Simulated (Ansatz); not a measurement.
Consider the following.

MnF₂:
```xyz
6
Lattice="3.4904 -3.4904 0.0000 3.4904 3.4904 0.0000 0.0000 0.0000 3.3209" Properties=species:S:1:pos:R:3 pbc="T T T"
Mn     0.0000     0.0000     0.0000
Mn     3.4904     0.0000     1.6604
F      3.4904     1.3718     0.0000
F      5.6091     0.0000     1.6604
F      3.4904    -1.3718     0.0000
F      1.3718     0.0000     1.6604
```
Starting moments (μB, in the order of the atoms Mn Mn F F F F): 4.7 -4.7 0.0 0.0 0.0 0.0.

This is the PBE-relaxed structure.

**Question.** All from plane-wave PAW PBE (Ansatz code), unless another level is named. Give the valence-band maximum.

**Answer.** at S.

**Question.** Give the weight of the valence-edge state by species (Voronoi cells).

**Answer.** Mn 76 %, F 24 %.

**Question.** Predict the conduction-band minimum.

**Answer.** at Γ.

Space group P4_2/mnm (rutile). Symmetry was held in the PBE relaxation, as lowered by the spin order. The final state is antiferromagnetic, chosen from 5 collinear starts compared on coarse meshes (ties went to the first, and starts can fall back to one state), not a proven ground state. No Hubbard U is applied. Point labels and valley counts follow the cell and symmetry of the run, lower than the named group.

Potentials: the later of the program's two PAW sets.
